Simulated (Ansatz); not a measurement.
K2NaBiCl6 in space group Fm-3m (No. 225; K on 8c, Na on 4b, Bi on 4a, Cl on 24e), plane-wave PAW LDA (Ansatz code). The conduction-band minimum lies at L, with 4 equivalent valleys. Second derivatives d²E/dk² of the lowest band at one valley (eV·Å²), along Cartesian directions:

| direction | d²E/dk² |
|---|---|
| [100] | 14.59 |
| [010] | 14.59 |
| [001] | 14.59 |
| [110] | 10.67 |
| [101] | 18.52 |
| [011] | 18.52 |

Task: Find the principal effective masses, the density-of-states mass and the conductivity mass.

Result: Off-diagonal terms follow from H_xy = H[110] − (H_xx + H_yy)/2, and m*/mₑ = 7.620 eV·Å² over each eigenvalue: 0.41, 0.41, 1.1. One valley's DOS mass (m₁m₂m₃)^(1/3) = 0.58, conductivity mass 3/(Σ 1/mᵢ) = 0.52 mₑ.

Task: What effective density of states Nc follows at 300 K for parabolic valleys?

Result: Nc = 2.509e19 × 4 × (0.58)^(3/2) ≈ 4.4e19 cm⁻³.

The first step of the workflow began from a Materials Project structure, measured or hypothetical; the Crystallography Open Database copy checked does not list it. Its standing as an ambient phase is unchecked. The cell was relaxed with LDA under the symmetry of its start. At this level the phase is dynamically unstable (imaginary phonons). Spin–orbit coupling is left out wherever it is not named.

Potentials: the later of the program's two PAW sets.

Edges and masses are those of Kohn–Sham bands, whose gap is no quasiparticle gap.
